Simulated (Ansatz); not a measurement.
Relaxed-ion elastic tensor of SiNi in space group Pnma (No. 62; Si on 4c, Ni on 4c) in GPa (Voigt order), plane-wave PAW PBEsol (Ansatz code); density 6.10 g/cm³, 11.80 Å³ per atom.

```
293  180  103  0.0  0.0  0.0
180  246  159  0.0  0.0  0.0
103  159  244  0.0  0.0  0.0
0.0  0.0  0.0  116  0.0  0.0
0.0  0.0  0.0  0.0  143  0.0
0.0  0.0  0.0  0.0  0.0  141
```

Is the crystal mechanically stable?

Yes: the smallest eigenvalue of C is 60.2 GPa.

Work out the Voigt, Reuss and Hill averages.

K_V = 185, K_R = 181, K_H = 183; G_V = 103, G_R = 73.5, G_H = 88.0 GPa.

Give Young's modulus, Poisson's ratio, Pugh's ratio and the universal anisotropy index.

E = 9KG/(3K + G) = 228 GPa; ν = 0.29; K/G = 2.08 (ductile by the Pugh limit of 1.75); A_U = 5G_V/G_R + K_V/K_R − 6 = 2.01.

Estimate the sound speeds and the Debye temperature.

v_l = √((K + 4G/3)/ρ) = 7020 m/s, v_t = √(G/ρ) = 3800 m/s, mean 4240 m/s; Θ = (h/k)(3n/4πV)^(1/3) v_m = 554 K.

Solve the Christoffel equation for the three sound speeds along x, y, z.

Eigenvalues of C_ijkl n_j n_l equal ρv². In km/s, slowest first: x 4.81, 4.84, 6.93; y 4.35, 4.81, 6.35; z 4.35, 4.84, 6.32.

How much does each axis shrink under pressure?

Linear compressibilities β_i = Σ_j S_ij (j = 1 to 3): x 1.9, y 0.94, z 2.7 per TPa.

The cell was relaxed with PBEsol under the symmetry of its start; of distortions, only those at the zone centre were tested. No spin polarisation was allowed. As this level gives no gap, shear constants depend on the k-mesh and smearing (Fermi–Dirac, 0.1 eV here). On the denser mesh and wider smearing of the elastic run this cell carries a stress of 0.5 GPa.

Potentials: the later of the program's two PAW sets.
